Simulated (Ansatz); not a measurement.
Sb: energy along a strain

Sb, Im-3m, a = 3.743 Å (as given, not relaxed at this level: -0.7 GPa). This isn't the element's structure at ambient conditions. Ansatz: PBEsol, PAW, 420 eV, Γ-centred 18×18×18 mesh on 1 atom, Gaussian smearing 0.15 eV; no spin polarisation. Cell vectors (Å): -1.871 1.871 1.871; 1.871 -1.871 1.871; 1.871 1.871 -1.871. The cell is strained by x per cent times the pattern (1 0 0 0 0 0) in the order xx yy zz yz xz xy (engineering shears), with fractional coordinates held. y is the free energy over the start, V0 = 26.213 Å³/atom.

| x (%) | y (meV/atom) |
| --- | --- |
| -6.00 | ? |
| -3.00 | 4.51 |
| 0.00 | 0.00 |
| 1.50 | 3.65 |
| 4.50 | 19.90 |
| 6.00 | 31.36 |

**Question.** Fit y = c1 x + c2 x² + c3 x³ to the other rows, get the stiffness along the pattern, and predict the missing energy.

**Answer.** Least squares on the rows shown. y = 1.2477 x + 0.83239 x² − 0.028208 x³. The clamped-ion stiffness p·C·p = 2 × 8.324 eV × 160.2 / 26.213 Å³ = 102 GPa, which is C11 in these axes (second derivative at the start, which stands under stress). At x = -6.00 the fit asked for gives 28.57 meV/atom. The run gave 24.82 meV/atom, so the fit is 3.75 meV/atom too high, 12 % of the span of the series, against an rms of 0.001 meV/atom on the fitted rows. The row lies outside the fitted range. With a term in x⁴ added, a fit to the same known rows (none to spare) predicts 28.60 meV/atom, no real gain.